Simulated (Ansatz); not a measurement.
A trial structure of TiPdC4N4 was built thus: two interpenetrating cyanide-bridged diamond nets (P-43m, No. 215). The dimensions are guesses.

```cif
data_structure
_symmetry_space_group_name_H-M 'P-43m'
_symmetry_Int_Tables_number 215
_cell_length_a 5.9329
_cell_length_b 5.9329
_cell_length_c 5.9329
_cell_angle_alpha 90.000
_cell_angle_beta 90.000
_cell_angle_gamma 90.000
_cell_volume 208.83
loop_
_atom_site_label
_atom_site_type_symbol
_atom_site_symmetry_multiplicity
_atom_site_Wyckoff_symbol
_atom_site_fract_x
_atom_site_fract_y
_atom_site_fract_z
_atom_site_occupancy
Ti1 Ti 1 b 0.50000 0.50000 0.50000 1
Pd1 Pd 1 a 0.00000 0.00000 0.00000 1
C1 C 4 e 0.18859 0.18859 0.18859 1
N1 N 4 e 0.30245 0.30245 0.30245 1
```

The calculation used DFT PBE, scalar-relativistic, plane waves, PAW in Ansatz. Cutoff 420 eV, Gaussian smearing, Γ-centred meshes. Cell and atoms relax first on a coarse mesh and then on a converged one. In between, the cell is made exact in the group found at 0.06 Å. The steps can't lower the symmetry of their start. Collinear spin, starting moments Ti 1.0 μB; they died out on the coarse mesh, so the last step has no spin.

A guess keeps its type if space group and coordination stay and the shape of the cell changes little (axis ratios within about 15 %, angles within 6°); the volume may change.

**Question.** Does it keep its structure type, or change into something else?

**Answer.** It keeps its type. The symmetry stays P-43m (No. 215). The volume per atom shrinks by 1.8 %, from 20.9 to 20.5 Å³. The shortest distance goes from 1.17 Å (C–N) to 1.20 Å (C–N). Counting neighbours within 15 % of an atom's shortest distance, the start has C 1, N 1, Pd 4, Ti 4 and the end C 1, N 1, Pd 4, Ti 4.

Energies over the elements count from the elements' standard structures at the same level (N₂ as a molecule), with no fitted energy shifts.

**Question.** At what energy does it end?

**Answer.** +0.213 eV/atom. The separate elements lie lower, so it is unstable against them.

The last run used a 6×6×6 mesh for its 10-atom cell and Gaussian smearing of 0.02 eV. The reference form of C is held partly by dispersion forces, which this level lacks. Symmetry constrained the relaxation, so the result can be a saddle point.
